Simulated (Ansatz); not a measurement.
SnPt₃: all-electron results

```
CELL_PARAMETERS angstrom
4.02928 0.00000 0.00000
0.00000 4.02928 0.00000
0.00000 0.00000 4.02928
ATOMIC_POSITIONS crystal
Sn 0.00000 0.00000 0.00000
Pt 0.50000 0.50000 0.00000
Pt 0.50000 0.00000 0.50000
Pt 0.00000 0.50000 0.50000
```

Atom numbers follow the list: Sn1, Pt2, Pt3, Pt4.

The cell is the one relaxed in the Materials Project (mp-20971), not relaxed further here; entries there can be hypothetical.

No spin–orbit coupling, which matters for the heavy atoms here.

Levels of theory: DFT, LDA, all-electron LAPW, scalar-relativistic (Ansatz 0.2.0); DFT, LDA, PAW with Ansatz's default frozen-core files, scalar-relativistic (Ansatz 0.2.0).

For LAPW: a Γ-centred 10×10×10 k mesh, Fermi–Dirac smearing of 0.08 eV, basis error target 1 meV/atom, no spin polarisation. PAW takes a cutoff of 420 eV at this cell (files made with PBE, cores remade for this functional). The Ansatz runs share mesh, smearing and spin set-up. Values come from LAPW unless marked.

- Density of states at the Fermi level (0.2 eV bin): 1.04 states/eV per cell
- Bader charges (from the PAW run): Sn1 +1.15, Pt2 -0.38 e
- Volume per atom: 16.35 Å³

Task: Löwdin charges (with 0.44 e of the cell spilling out of the atomic basis, so their sizes and signs hang on that basis): what does the calculation give?

Result: Sn1 -0.06, Pt2 0.17 e.

Task: Band gap: what does the calculation give?

Result: none: bands cross the Fermi level, a metal.

Task: Predict this quantity. Pressure at this cell.

Result: -8.21 GPa.
